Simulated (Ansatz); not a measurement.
## Mixing Yb and La in the structure of YbAl2Si2

Level of theory: PBEsol, collinear spin where a start has a moment, scalar-relativistic; Ansatz, plane waves to 420 eV (PAW set soft_2), k-mesh 4×3×3.

End member YbAl2Si2, relaxed:

```xyz
20
Lattice="0.0000 0.0000 -6.5908 4.1311 -7.1552 0.0000 -8.2621 0.0000 0.0000" Properties=species:S:1:pos:R:3 pbc="T T T"
Al    0.0000   -2.3851   -4.2245
Al    2.0655   -5.9627   -4.2245
Al   -4.1311   -2.3851   -4.2245
Al   -2.0655   -5.9627   -4.2245
Al   -2.0655   -1.1925   -2.3663
Al    0.0000   -4.7701   -2.3663
Al   -6.1966   -1.1925   -2.3663
Al   -4.1311   -4.7701   -2.3663
Si    0.0000   -2.3851   -1.6491
Si    2.0655   -5.9627   -1.6491
Si   -4.1311   -2.3851   -1.6491
Si   -2.0655   -5.9627   -1.6491
Si   -2.0655   -1.1925   -4.9417
Si    0.0000   -4.7701   -4.9417
Si   -6.1966   -1.1925   -4.9417
Si   -4.1311   -4.7701   -4.9417
Yb   -2.0655   -3.5776    0.0000
Yb   -4.1311    0.0000    0.0000
Yb    2.0655   -3.5776    0.0000
Yb    0.0000    0.0000    0.0000
```

The end members, relaxed in this structure: Yb: 19.48 Å³ an atom; La: 21.24 Å³ an atom. The 4 Yb sites of a small cell are then shared in one or more ways, and cell and atoms relax.

Q: Do the two mix?

A: 

```json
{"sites taken": "1 Yb, 3 La", "mixing energy (meV a mixed site)": "4.3", "volume (Å³ an atom)": "20.94", "volume over the mean of the ends (%)": "0.7"}
{"sites taken": "3 Yb, 1 La", "mixing energy (meV a mixed site)": "-6.8", "volume (Å³ an atom)": "19.95", "volume over the mean of the ends (%)": "0.1"}
{"sites taken": "2 Yb, 2 La", "mixing energy (meV a mixed site)": "-19", "volume (Å³ an atom)": "20.47", "volume over the mean of the ends (%)": "0.5"}
```

Mixing costs or gains less than 20 meV a site, which is within the noise of k mesh and relaxation, so the sign isn't settled. Ideal mixing entropy is worth up to 18 meV a site at 300 K and 60 meV at 1000 K, so the crystal should mix when hot. The end members were relaxed in their own small cells and meshes; in the cell and mesh used here they stand at -0.04 and 0.23 GPa, the mixed cells at up to 0.11 GPa, so excess volumes under about 1 % aren't settled.

One relaxed mixed cell (LaYb3Al8Si8):

```
mixed
1.0
    -0.0015    0.0017   -6.6861
     4.1458   -7.1883    0.0027
    -8.2987   -0.0041   -0.0018
Al Si La Yb
8 8 1 3
Direct
  0.6427 0.3322 0.1644
  0.6290 0.8334 0.1668
  0.6427 0.3321 0.6683
  0.6427 0.8363 0.6683
  0.3570 0.1639 0.3323
  0.3570 0.6681 0.3324
  0.3707 0.1668 0.8339
  0.3570 0.6681 0.8364
  0.2600 0.3308 0.1618
  0.2447 0.8333 0.1670
  0.2601 0.3307 0.6697
  0.2601 0.8388 0.6697
  0.7396 0.1614 0.3311
  0.7397 0.6694 0.3311
  0.7550 0.1669 0.8338
  0.7396 0.6694 0.8390
  0.9999 0.5001 0.5005
  0.9998 0.0001 0.5004
  0.9999 0.5001 0.0003
  0.9999 0.0001 0.0004
```

Caveats: 4f shell without a U, which puts 4f levels too near the Fermi level; a moment set at the start was lost; open f or d shells may hold a state above the lowest; a small cell repeats its arrangement periodically, so this isn't a truly random crystal; the end members kept the symmetry of the structure while the mixed cells were free to distort, which can lower these; an end member made by putting another element on the site need not exist, and other phases weren't compared.
